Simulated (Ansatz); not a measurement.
SnSe: clamped-ion strain scan

Level of theory: DFT LDA, scalar-relativistic, plane waves, PAW in Ansatz 0.2.0. The runs took a 420 eV cutoff, a Γ-centred 6×6×4 mesh and Gaussian smearing (0.05 eV). No spin polarisation. Energies are free energies at this smearing, counted from the undisturbed cell; pressure is positive in compression.

Zero of the scan (as given, not relaxed at this level; it stands at -1.4 GPa; this form isn't the usual structure):

```
CELL_PARAMETERS angstrom
4.28533 0.00000 0.00000
0.00000 4.28533 0.00000
0.00000 0.00000 10.99069
ATOMIC_POSITIONS crystal
Sn 0.50000 0.00000 0.37223
Sn 0.00000 0.50000 0.62777
Se 0.50000 0.00000 0.61604
Se 0.00000 0.50000 0.38396
```

The cell holds layers and no dispersion correction was added, so their binding is poorly described.

The cell is strained by ε times the Voigt pattern (1, 1, 0, 0, 0, 0) (xx, yy, zz, yz, xz, xy; engineering shear) with fractional coordinates fixed.

```tsv
ε	ΔE (meV/atom)
-0.0200	-13.6
-0.0150	-12.0
-0.0100	-9.1
-0.0050	-5.1
0.0000	0.0
0.0050	6.2
0.0100	13.3
0.0150	21.4
0.0175	25.7
0.0200	30.3
```